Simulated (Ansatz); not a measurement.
Cs2ZrF6 (space group P-3m1)

```
Cs2ZrF6
1.0
    6.35260     0.00000     0.00000
   -3.17630     5.50152     0.00000
    0.00000     0.00000     4.99722
Cs Zr F
2 1 6
Cartesian
  3.17630   1.83384   1.51729
  0.00000   3.66768   3.47993
  0.00000   0.00000   0.00000
  4.89673   0.84055   3.88798
 -1.72043   4.66097   1.10924
  3.17630   3.82042   3.88798
  0.00000   1.68109   1.10924
  1.45587   0.84055   3.88798
  1.72043   4.66097   1.10924
```

The slice is a (-1 2 -1 0) plane (indices of the conventional cell) through the point (0.694, 0.847, 0.222) (fractional), spanned by u = [001] and v = [210] in vectors of this cell: u (5.00 Å) and v (11.00 Å, at 90° to u). It covers one period; positions are fractions (u, v).

Calculation: PBEsol (plane waves to 420 eV, PAW, scalar-relativistic; Ansatz, a program for electronic structure). k mesh 6×6×7. These are valence fields of a PAW run, semicore shells included where kept as valence: close to a nucleus they are smooth pseudo fields. Cs2ZrF6 is run without spin polarisation. Cs2ZrF6 was relaxed with its symmetry unable to fall.

Task: Predict the map of the valence electron density on the slice.

Result: 
```
v \ u  0.00  0.11  0.22  0.33  0.44  0.56  0.67  0.78  0.89
-----  ----  ----  ----  ----  ----  ----  ----  ----  ----
0.90   -0.9  -1.1  -1.0  -0.3   0.0  -0.1  -0.6  -1.3  -1.1
0.80   -1.9  -1.5  -0.6   0.1  -0.6  -0.1  -0.1  -1.0  -1.8
0.70   -1.8  -1.8  -1.5  -0.9  -0.6  -0.7  -1.2  -1.7  -1.9
0.60   -0.6  -0.5  -0.8  -1.4  -1.7  -1.7  -1.9  -1.7  -1.1
0.50   -0.1  -0.8   0.1  -0.5  -1.5  -1.9  -1.8  -1.0  -0.1
0.40   -0.2  -0.1  -0.4  -1.0  -1.0  -0.7  -1.0  -1.3  -0.7
0.30   -1.4  -1.5  -1.7  -0.9   0.4   1.1   0.4  -0.7  -1.3
0.20   -0.8  -1.3  -1.8  -1.7  -1.1  -0.6   0.2   0.6   0.2
0.10   -0.5  -1.0  -1.7  -1.8  -1.3  -0.8   0.1   0.5   0.2
0.00    1.1   0.4  -0.9  -1.6  -1.5  -1.4  -1.3  -0.8   0.4
```

Values: log₁₀ of the valence density in e/Å³. The scale is logarithmic, as a density can span decades between atoms and voids.
